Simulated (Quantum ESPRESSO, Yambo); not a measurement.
## CdS at +1 % isotropic strain: DFT and GW levels

```
CELL_PARAMETERS angstrom
      0.00000     2.94153     2.94153
      2.94153     0.00000     2.94153
      2.94153     2.94153     0.00000
ATOMIC_POSITIONS crystal
  S  0.75000 0.75000 0.75000
  Cd 0.00000 0.00000 0.00000
```

The PBEsol cell relaxed from Materials Project entry mp-2469 was given an isotropic strain of +1 % on all lattice vectors, and the atoms were relaxed again.

Starting point: PBEsol (Quantum ESPRESSO, PseudoDojo norm-conserving, 102 Ry, without SOC). G0W0 in Yambo: 4×4×4 Γ-centred k mesh, bands 5 to 118 and a 10 Ry block in the screening, 118 bands in G with the Bruneval-Gonze terminator, plasmon pole fitted at 27.2 eV.

* **PBEsol gap along the band path**: 0.95 eV
* **PBEsol gap between the mesh's edge points (Γ → Γ)**: 0.95 eV
* **G0W0 gap between the same points**: 2.11 eV

```json
[
 {"k point": "Γ", "band": "VB", "E PBEsol (eV)": "0.00", "E QP (eV)": "-0.91", "shift (eV)": "-0.91", "Z": "0.78"},
 {"k point": "Γ", "band": "CB", "E PBEsol (eV)": "0.95", "E QP (eV)": "1.20", "shift (eV)": "0.25", "Z": "0.81"},
 {"k point": "L", "band": "VB", "E PBEsol (eV)": "-0.73", "E QP (eV)": "-1.65", "shift (eV)": "-0.93", "Z": "0.78"},
 {"k point": "L", "band": "CB", "E PBEsol (eV)": "2.85", "E QP (eV)": "3.24", "shift (eV)": "0.39", "Z": "0.81"},
 {"k point": "W", "band": "VB", "E PBEsol (eV)": "-2.14", "E QP (eV)": "-3.14", "shift (eV)": "-1.00", "Z": "0.78"},
 {"k point": "W", "band": "CB", "E PBEsol (eV)": "5.25", "E QP (eV)": "5.80", "shift (eV)": "0.54", "Z": "0.79"}
]
```

Energies count from the PBEsol valence-band maximum.

Convergence of the G0W0 settings was not tested.

Spin-orbit splittings are left out.
